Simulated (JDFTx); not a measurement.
TiTe2 monolayer taken from bulk TiTe2 (space group P-3m1, lattice of the Materials Project entry mp-1907, not re-optimised): 3 atoms in 3 planes, a 1x1 cell of 12.67 Å² (|a| = 3.824, |b| = 3.824 Å), 3.4 Å between the outermost planes, Te outermost, cell height 19.4 Å, 6×6×1 k mesh, Fermi smearing 0.01 Ha, no spin polarisation. Whether this polymorph is the ambient one wasn't checked. A free-standing single layer at the bulk's in-plane lattice is a model cell. Neither spin polarisation nor a larger cell was tried.

Final geometry:
```
TiTe2 monolayer
1.0
    3.8242     0.0000     0.0000
   -1.9121     3.3119     0.0000
    0.0000     0.0000    19.4000
Te Ti
2 1
Direct
  0.6667   0.3333   0.4112
  0.3333   0.6667   0.5888
  0.0000   0.0000   0.5000
```

Level of theory: PBE, GBRV ultrasoft potentials, plane waves to 20/100 Ha; code: JDFTx (a modified build). Liquid on both sides: soft-sphere model, water, 1 M NaF; nuclei fixed, outer atoms relaxed in vacuum. The electron chemical potential μ is absolute (zero in the bulk liquid) and is turned into a potential by U = −μ/e − 4.44 V vs SHE, a convention. No explicit solvent molecules are present.

**Question.** Predict the potential of zero charge and the surface charge against electrode potential.

**Answer.** The potential of zero charge is 0.06 V vs SHE.

```
U (V vs SHE)  μ (eV)  excess electrons per cell  σ (μC/cm², per face)              run
------------  ------  -------------------------  --------------------  ---------------
-0.55          -3.89                      0.148                  -9.4  fixed potential
0.06           -4.50                      0.000                   0.0          neutral
0.65           -5.09                     -0.142                   9.0  fixed potential
```
